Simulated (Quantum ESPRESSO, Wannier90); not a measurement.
**Tight-binding from DFT: In$_{2}$Te$_{3}$ (R-3m)**

```
begin unit_cell_cart
ang
   -2.1740998569    3.7656514130    0.0000000000
   -4.3481997139    0.0000000000    0.0000000000
   -2.1740998569    1.2552171377    9.7890230000
end unit_cell_cart
begin atoms_frac
In   0.4007100000  0.4007100000 -0.2021300000
In  -0.4007100000 -0.4007100000  0.2021300000
Te  -0.2144870000 -0.2144870000 -0.3565390000
Te   0.2144870000  0.2144870000  0.3565390000
Te   0.0000000000  0.0000000000  0.0000000000
end atoms_frac
```

Structure: Materials Project mp-1068510, symmetrised, not relaxed again. Not found in the COD (Crystallography Open Database) copy used, which has the formula in other groups; not checked further. Method: PBEsol plane waves in Quantum ESPRESSO 7.5 (PseudoDojo norm-conserving files, 66 Ry, no spin polarisation, no spin-orbit coupling), Bloch states on a 6×6×6 mesh through Γ, Wannier90 4.0.1. Density: 8×8×8 mesh, cold smearing 0.01 Ry. Spin-orbit coupling is left out although heavy elements are present.

A tight-binding model is made by disentanglement and projection with no localisation steps (num_iter = 0), so the 20 orbitals stay atom-like: hydrogen-like In: s;p; Te: s;p, axes along x, y, z; frozen window up to 1.49 eV relative to the Fermi level. It follows pw.x to 3.4 meV rms for states up to 1.0 eV relative to the Fermi level. Matrix elements depend on this choice of orbitals and windows.

### Question
Which pairs of orbitals on different sites are coupled most strongly? Give distance, modulus and how many such pairs a cell has.

### Answer
```csv
orbital,orbital,distance of the centres (Å),modulus (eV),pairs
In py,Te py,3.11,1.46,2
In py,Te s,2.97,1.37,2
In s,Te py,3.04,1.34,2
In pz,Te py,3.06,1.29,2
In py,Te pz,3.02,1.24,2
In pz,Te py,3.19,1.20,2
In py,Te pz,3.13,1.19,2
In px,Te s,2.95,1.19,4
In s,Te px,3.00,1.16,4
In pz,Te px,3.02,1.12,4
In py,Te py,3.13,1.08,2
In px,Te pz,3.00,1.08,4
In pz,Te px,3.19,1.04,4
In px,Te pz,3.15,1.03,4
In py,Te px,3.01,0.93,4
In px,Te py,2.98,0.93,4
In px,Te px,3.06,0.93,4
In s,Te py,3.21,0.91,2
In s,Te s,2.90,0.91,6
In py,Te s,3.13,0.88,2
In pz,Te s,2.92,0.83,6
In s,Te pz,2.94,0.80,6
In s,Te px,3.21,0.79,4
In px,Te s,3.15,0.76,4
In s,Te pz,3.21,0.73,6
In px,Te px,3.15,0.69,4
In pz,Te s,3.19,0.69,6
In py,Te s,2.91,0.69,4
In px,Te px,2.88,0.68,2
In py,Te px,3.19,0.67,4
```
